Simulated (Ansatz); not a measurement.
Input:

Ti₂AlN:
```cif
data_Al2N2Ti4
_chemical_formula_sum 'Ti4 Al2 N2'
_space_group_name_H-M_alt 'P 1'
_space_group_IT_number 1
_cell_length_a 2.96556
_cell_length_b 2.96556
_cell_length_c 13.52140
_cell_angle_alpha 90.000
_cell_angle_beta 90.000
_cell_angle_gamma 120.000
loop_
_space_group_symop_operation_xyz
  'x, y, z'
loop_
_atom_site_label
_atom_site_type_symbol
_atom_site_fract_x
_atom_site_fract_y
_atom_site_fract_z
_atom_site_occupancy
Ti1 Ti 0.33333 0.66667 0.08492 1
Ti2 Ti 0.66667 0.33333 0.91508 1
Ti3 Ti 0.66667 0.33333 0.58492 1
Ti4 Ti 0.33333 0.66667 0.41508 1
Al1 Al 0.33333 0.66667 0.75000 1
Al2 Al 0.66667 0.33333 0.25000 1
N1 N 0.00000 0.00000 0.00000 1
N2 N 0.00000 0.00000 0.50000 1
```

This is the PBEsol-relaxed structure.

**Question.** All from DFT-PBEsol in the program Ansatz with PAW potentials, unless another level is named. Give the highest zone-centre frequency.

**Answer.** 617 cm⁻¹.

**Question.** And the Young's modulus?

**Answer.** 301 GPa.

Space group P6_3/mmc. The first step of the workflow began from a Materials Project structure, measured or hypothetical; the Crystallography Open Database copy checked does not list it. Its standing as an ambient phase is unchecked. Symmetry was held in the PBEsol relaxation; of distortions, only those at the zone centre were tested. The run is not spin-polarised. As this level gives no gap, phonon frequencies hold no LO–TO term and depend on the k-mesh and smearing (Fermi–Dirac, 0.1 eV here).

Potentials: the earlier of the program's two PAW sets.
